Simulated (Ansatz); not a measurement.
**Calculated quadrupolar parameters for Ca₂Mg₅Si₈H₂O₂₄**

The cell is a COD entry, its atoms then relaxed with PBE in this cell.

```cif
data_Ca2Mg5Si8H2O24
_symmetry_space_group_name_H-M 'C2/m'
_symmetry_Int_Tables_number 12
_cell_length_a 9.8359
_cell_length_b 18.0450
_cell_length_c 5.2752
_cell_angle_alpha 90.000
_cell_angle_beta 104.750
_cell_angle_gamma 90.000
loop_
_atom_site_label
_atom_site_type_symbol
_atom_site_symmetry_multiplicity
_atom_site_Wyckoff_symbol
_atom_site_fract_x
_atom_site_fract_y
_atom_site_fract_z
Ca Ca 4 h 0.5000 0.7780 0.5000
Mg3 Mg 4 h 0.5000 0.5875 0.5000
Mg5 Mg 4 g 0.5000 0.6762 0.0000
Mg7 Mg 2 a 0.0000 0.0000 0.0000
Si8 Si 8 j 0.2820 0.0840 0.2983
Si12 Si 8 j 0.2889 0.1716 0.8056
H H 4 i 0.2129 0.0000 0.7679
O18 O 8 j 0.1123 0.0858 0.2178
O22 O 8 j 0.6182 0.6713 0.7245
O26 O 4 i 0.1113 0.0000 0.7160
O28 O 8 j 0.6348 0.7511 0.2119
O32 O 8 j 0.3495 0.1365 0.1060
O36 O 8 j 0.3463 0.1166 0.5960
O40 O 4 i 0.3417 0.0000 0.2849
```

One atom of each set is listed; the run and its k-mesh use a cell of 41 atoms with edges of 10.28, 10.28, 5.28 Å.

All values are calculated (Ansatz; DFT, PBE, plane waves and PAW, scalar-relativistic, 420 eV cutoff, Γ-centred 3×3×5 k-points, Fermi–Dirac smearing 0.02 eV), not measured.

Conventions: |V_zz| ≥ |V_yy| ≥ |V_xx|, η = (V_xx − V_yy)/V_zz, C_Q = eQV_zz/h. ν_Q = 3|C_Q|/[2I(2I − 1)].

43Ca: I = 7/2, Q = -40.80 mb; Mg-25: I = 5/2, Q = 199.4 mb; ²H: I = 1, Q = 2.858 mb; O-17: I = 5/2, Q = -25.58 mb. Nuclear quadrupole moments: year-2017 set (Pyykkö).

```tsv
site	atoms	first shell	C_Q (MHz)	η	ν_Q (MHz)
Ca	2	8 O at 2.31–2.71 Å	4.30	0.92	0.307
Mg3	2	6 O at 2.07–2.09 Å	1.95	0.12	0.292
Mg5	2	6 O at 2.02–2.13 Å	1.37	0.40	0.205
Mg7	1	6 O at 2.07 Å	3.37	0.31	0.505
H	2	1 O at 0.97 Å	0.305	0.00	0.457
O18	4	1 Si at 1.61 Å, 3 Mg at 2.07–2.13 Å	-3.12	0.02	0.467
O22	4	1 Si at 1.62 Å, 2 Mg at 2.08 Å; also 1 Ca at 2.40 Å	-3.34	0.25	0.502
O26	2	1 H at 0.97 Å, 3 Mg at 2.07–2.09 Å	-8.26	0.01	1.24
O28	4	1 Si at 1.60 Å, 1 Mg at 2.02 Å; also 1 Ca at 2.31 Å	-3.29	0.06	0.493
O32	4	2 Si at 1.65–1.67 Å, angle 134°; also 1 Ca at 2.71 Å	-5.25	0.49	0.788
O36	4	2 Si at 1.65–1.69 Å, angle 136°; also 1 Ca at 2.56 Å	-5.25	0.16	0.787
O40	2	2 Si at 1.63 Å, angle 136°; also 1 Mg at 3.31 Å	-5.44	0.20	0.816
```

At O32, O36 and O40 V_zz runs parallel to the line that joins its two neighbours (within 3°) in each case. At O18 and O22 V_zz points along its shortest bond, to Si (within 2°) in each case. At H V_zz points along its bond to O (within 1°).

Si has no stable isotope with a ground-state quadrupole moment in the table, so these sites are left out.

The entry's hydrogen positions were far off; the other atoms hardly move on relaxation.

The relaxation (7 steps) took 2.1 min of wall time (7.4 min of CPU time) and 2.4 GiB at its peak, on 4 threads of Intel Xeon 6975P-C (Granite Rapids) (x86_64; 16 cores open to the job, memory cap 8.0 GiB, no GPU), a shared host with a load of 0.5 a core.
